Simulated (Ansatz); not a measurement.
**PtSe2 at a changed volume: Electric field gradients**

The cell is a structure deposited in the COD, relaxed with PBE at fixed cell and then changed (volume scaled by 1.06, ions relaxed).

```
CELL_PARAMETERS angstrom
3.80091 0.00000 0.00000
-1.90046 3.29169 0.00000
0.00000 0.00000 5.12998
ATOMIC_POSITIONS crystal
Pt 0.00000 0.00000 0.00000
Se 0.33333 0.66667 0.24910
Se 0.66667 0.33333 0.75090
```

Sites (sets of like atoms) are named by element and the number of their first atom in this list.

Level of theory: DFT, PBE, plane waves and PAW, scalar-relativistic, 420 eV cutoff, Γ-centred 14×14×9 k-points, Fermi–Dirac smearing 0.05 eV (Ansatz 0.2.0).

Conventions: |V_zz| ≥ |V_yy| ≥ |V_xx|, η = (V_xx − V_yy)/V_zz, C_Q = eQV_zz/h.

| site | atoms (order as listed) | first shell | V_zz (10²¹ V/m²) | η | C_Q (MHz) |
| --- | --- | --- | --- | --- | --- |
| Pt | 1 | 6 Se at 2.54 Å | 6.82 | 0.00 | – |
| Se | 2, 3 | 3 Pt at 2.54 Å | -5.27 | 0.00 | – |

An axis of threefold or higher order runs through Pt and Se, so V_zz lies along it and η is zero.

Pt, Se have no stable isotope with a ground-state quadrupole moment in the table, so no C_Q is given.

The run finds no gap above 0.1 eV (a metal, or nearly one), so the gradients can move by 10 % or more with the k-mesh. Spin–orbit coupling is left out, which shifts gradients on Pt by a few per cent in wide-gap crystals, and can shift them far more where the calculated gap is small or absent, as here. Semilocal functionals make gaps too small and can close them, so the real compound need not be a metal.

The relaxation (4 steps) took 38 s of wall time (38 s of CPU time) and 0.69 GiB at its peak, on 1 thread of Intel Xeon Platinum 8488C (Sapphire Rapids) (x86_64; 16 cores open to the job, memory cap 3.0 GiB, no GPU), a shared host with a load of 0.3 a core.
